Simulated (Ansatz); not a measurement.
## YH2W: from a trial structure to a relaxed crystal

Computed with DFT r2SCAN, scalar-relativistic, plane waves, PAW in Ansatz. Cutoff 500 eV, Γ-centred k mesh, Gaussian smearing, no spin polarisation in the final step.

The start puts YH2W on the layered alpha-NaFeO2 structure type (R-3m, No. 166), with Y in place of Na, W in place of Fe, H in place of O, at a guessed volume.

```
CELL_PARAMETERS angstrom
1.64043 0.94710 5.77254
-1.64043 0.94710 5.77254
0.00000 -1.89420 5.77254
ATOMIC_POSITIONS crystal
Y 0.00000 0.00000 0.00000
H 0.22200 0.22200 0.22200
H 0.77800 0.77800 0.77800
W 0.50000 0.50000 0.50000
```

Cell and atoms relax at zero pressure; the relaxation can't lower the symmetry of the start. After a coarse first stage the cell is made exact in the group found at 0.06 Å.

(1) Describe the relaxed structure.

(2) What are its volume, density and gap?

## Answers

(1) It keeps R-3m (No. 166). The result still has the layered alpha-NaFeO2 structure. Conventional cell: a = 3.217 Å, c = 15.300 Å. Around Y lie 6 H at 2.53 Å; H is coordinated by 3 W at 2.04 Å, 3 H at 2.50 Å and 3 Y at 2.53 Å; W is coordinated by 6 H at 2.04 Å.

```xyz
4
Lattice="1.6086 0.9287 5.1001 -1.6086 0.9287 5.1001 0.0000 -1.8574 5.1001" Properties=species:S:1:pos:R:3 pbc="T T T"
Y     0.0000    0.0000    0.0000
H     0.0000    0.0000    3.3889
H     0.0000    0.0000   11.9113
W     0.0000    0.0000    7.6501
```

(2) The volume per atom is 11.43 Å³, the density is 9.98 g/cm³ and the gap on the 18×18×18 mesh is 0 eV (a metal).

The final run used a 18×18×18 mesh on its 4-atom cell and 0.10 eV smearing. Spin–orbit coupling is left out. Symmetry constrained the relaxation, so the result can be a saddle point.

Cost: 3 runs of about 6.6 core-minutes in all, on Arm Neoverse V2 (shared hosts).